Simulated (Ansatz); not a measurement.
PbO₂:
```xyz
6
Lattice="4.9758 0.0000 0.0000 0.0000 4.9758 0.0000 0.0000 0.0000 3.3593" Properties=species:S:1:pos:R:3 pbc="T T T"
Pb     0.0000     0.0000     0.0000
Pb     2.4879     2.4879     1.6797
O      1.5306     1.5306     0.0000
O      0.9573     4.0186     1.6797
O      3.4452     3.4452     0.0000
O      4.0186     0.9573     1.6797
```

Relaxed with HSE06.

Task: Give the Bader charges and basin volumes of the independent atoms, the program Ansatz at the HSE06 level (PAW).

Result: 

```tsv
atom	Bader charge (e)	Bader volume (Å³)
Pb1	+2.25	13.6
O3	-1.13	14.0
```

Space group P4_2/mnm (rutile). The cell was relaxed with HSE06 under the symmetry of its start. Spin–orbit coupling is left out wherever it is not named.

Potentials: the later of the program's two PAW sets.
